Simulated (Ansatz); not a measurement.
HfZr2Se6: relaxed-ion elastic tensor

Level of theory: Ansatz 0.2.0, DFT PBE, scalar-relativistic, plane waves, PAW. Cutoff 420 eV, 6×6×6 k-points (Γ-centred), fixed occupations. No spin polarisation.

Relaxed structure:
```yaml
crystal:
  lattice:
    - [6.56396, 0.00000, 0.00000]
    - [-3.28198, 5.68456, 0.00000]
    - [0.00000, 0.00000, 6.94261]
  atoms:
    - { symbol: Zr, position: [0.33333, 0.66667, 0.00000] }
    - { symbol: Zr, position: [0.66667, 0.33333, 0.00000] }
    - { symbol: Hf, position: [0.00000, 0.00000, 0.00000] }
    - { symbol: Se, position: [0.33111, 0.00000, 0.22770] }
    - { symbol: Se, position: [0.00000, 0.33111, 0.22770] }
    - { symbol: Se, position: [0.66889, 0.66889, 0.22770] }
    - { symbol: Se, position: [0.66889, 0.00000, 0.77230] }
    - { symbol: Se, position: [0.33111, 0.33111, 0.77230] }
    - { symbol: Se, position: [0.00000, 0.66889, 0.77230] }
```

The cell was found from a structure generator's guess, not taken from experiment. Spin–orbit coupling is left out, which matters for heavy elements. No dispersion correction is applied, so modes and constants that involve weak contacts between layers, chains or molecules come out too soft.

(1) Give the relaxed-ion elastic constants (GPa, Voigt order xx yy zz yz xz xy, on the Cartesian axes of the cell above).

(2) Is the crystal stable against homogeneous strain?

(3) And the moduli of a polycrystal (Hill averages)?

Answers

(1)
```
93.9 18.9  0.3  0.0  0.1  0.0
18.9 93.9  0.3  0.0 -0.1  0.0
 0.3  0.3  2.9  0.0  0.0  0.0
 0.0  0.0  0.0  1.0  0.0 -0.1
 0.1 -0.1  0.0  0.0  1.0  0.0
 0.0  0.0  0.0 -0.1  0.0 37.5
```

(2) Yes: the least eigenvalue of the tensor is 1.0 GPa.

(3) B = 14 GPa, G = 11 GPa, E = 26 GPa, ν = 0.20.
